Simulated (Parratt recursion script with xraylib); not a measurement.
**Film thickness from reflectivity minima: Ag on Al2O3**

| layer, from the top | thickness (Å) | density (g/cm³) | rms roughness of its top face (Å) | δ (10⁻⁶) | β (10⁻⁶) |
|---|---|---|---|---|---|
| Ag | ? | 8.808 | 6.6 | 33.18 | 3.957 |
| Al2O3 (substrate) | – | 3.873 | 2.1 | 16.66 | 0.2691 |

The refractive index is n = 1 − δ + iβ. Vacuum lies above.

Densities are inputs, not measurements. They were set from computed cells of the Materials Project: Ag from entry mp-124 (Fm-3m, 10.363 g/cm³, taken at 85 %); Al2O3 from entry mp-1143 (R-3c, 3.873 g/cm³). A layer's crystal structure does not enter its constants, only its composition and density.

Method: specular X-ray reflectivity, Parratt recursion, Névot-Croce roughness, xraylib tables (Parratt recursion script with xraylib 4.3.0).

Photon energy 6.93 keV (λ = 1.7891 Å), s polarisation. The grazing angle θ is scanned from 0.05° to 2.9° in 900 evenly spaced points, and the curve is smoothed with a Gaussian of 0.004° full width. A minimum is a scan point below both neighbours, placed by a parabola through ln R at the three points.

All minima between 0.6 and 1°: θ = 0.639, 0.698, 0.762, 0.831, 0.902, 0.976°.

**Question.** Find the film thickness d from the minima.

**Answer.** sin²θ of the minima, in units of 10⁻⁶: 124.4, 148.4, 176.9, 210.3, 247.8, 290.1. For consecutive orders m, sin²θ = 2δ + (mλ/2d)², so u = (sin²θ − 2δ)^½ rises by λ/2d from one minimum to the next. With the film's δ, u in units of 10⁻³ is 7.618, 9.058, 10.514, 11.997, 13.470, 14.958. A straight line through u against the count of the minimum has slope 1.469 × 10⁻³, so d = λ/(2 × slope) = 609.0 Å.

The run used d = 600 Å; the estimate misses by 9.0 Å. The spacing of the first two listed minima alone, with δ left out, gives λ/(2Δθ) = 868.7 Å, 44.8 % too high.
